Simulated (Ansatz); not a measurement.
SiO₂:
```cif
data_O72Si36
_chemical_formula_sum 'Si36 O72'
_space_group_name_H-M_alt 'R-3m :H'
_space_group_IT_number 166
_space_group_name_Hall '-R 3 2"'
_cell_length_a 13.64375
_cell_length_b 13.64375
_cell_length_c 14.87241
_cell_angle_alpha 90.000
_cell_angle_beta 90.000
_cell_angle_gamma 120.000
loop_
_atom_site_label
_atom_site_type_symbol
_atom_site_symmetry_multiplicity
_atom_site_Wyckoff_symbol
_atom_site_fract_x
_atom_site_fract_y
_atom_site_fract_z
_atom_site_occupancy
Si1 Si 36 i 0.00010 0.22870 0.10439 1
O1 O 18 f 0.00000 0.26291 0.00000 1
O2 O 18 h 0.19814 0.09907 0.12190 1
O3 O 18 h 0.12000 0.24001 0.13096 1
O4 O 18 g 0.35159 0.35159 0.50000 1
```
(The calculation used a cell of 36 atoms; values per cell refer to that cell.)

Relaxed with PBEsol. PBEsol (plane waves, PAW; program Ansatz) gives a gap of 5.83 eV.

### Question
What gap does HSE06 give on the same cell (Ansatz, PAW)?

### Answer
7.50 eV, 1.68 eV more. The hybrid was solved on a coarser mesh and at special points; its gap is the smallest among all of these.

```json
[
 {"k": "Γ", "v1 PBEsol": "-0.01", "c1 PBEsol": "5.83", "v1 HSE06": "-0.01", "c1 HSE06": "7.50"},
 {"k": "T", "v1 PBEsol": "0.00", "c1 PBEsol": "7.15", "v1 HSE06": "(withheld)", "c1 HSE06": "(withheld)"},
 {"k": "P0", "v1 PBEsol": "0.00", "c1 PBEsol": "7.08", "v1 HSE06": "(withheld)", "c1 HSE06": "(withheld)"},
 {"k": "L", "v1 PBEsol": "-0.01", "c1 PBEsol": "6.25", "v1 HSE06": "(withheld)", "c1 HSE06": "(withheld)"},
 {"k": "F", "v1 PBEsol": "-0.02", "c1 PBEsol": "6.71", "v1 HSE06": "(withheld)", "c1 HSE06": "(withheld)"}
]
```

### Question
Top valence (v1) and lowest conduction level (c1) in eV from each method's valence maximum (which need not be a listed point): supply the withheld HSE06 values.

### Answer

- L, v1 HSE06: -0.02
- L, c1 HSE06: 7.97
- P0, v1 HSE06: 0.00
- P0, c1 HSE06: 8.81
- T, v1 HSE06: 0.00
- T, c1 HSE06: 8.92
- F, v1 HSE06: -0.02
- F, c1 HSE06: 8.45

Cost on shared cores: the PBEsol run (SCF on a 3×3×3 mesh, then bands and DOS) very roughly 18 core-minutes, the HSE06 run (SCF on 2×2×2, then a few points) very roughly 50 core-minutes; the tasks are unlike.

The first step of the workflow began from a Materials Project structure, measured or hypothetical; the Crystallography Open Database copy checked does not list it. It is not the phase usual at ambient conditions (space group No. 92, 152, 154). The PBEsol relaxation kept the symmetry of its start; its stability against distortions is not shown here.

Potentials: the later of the program's two PAW sets.
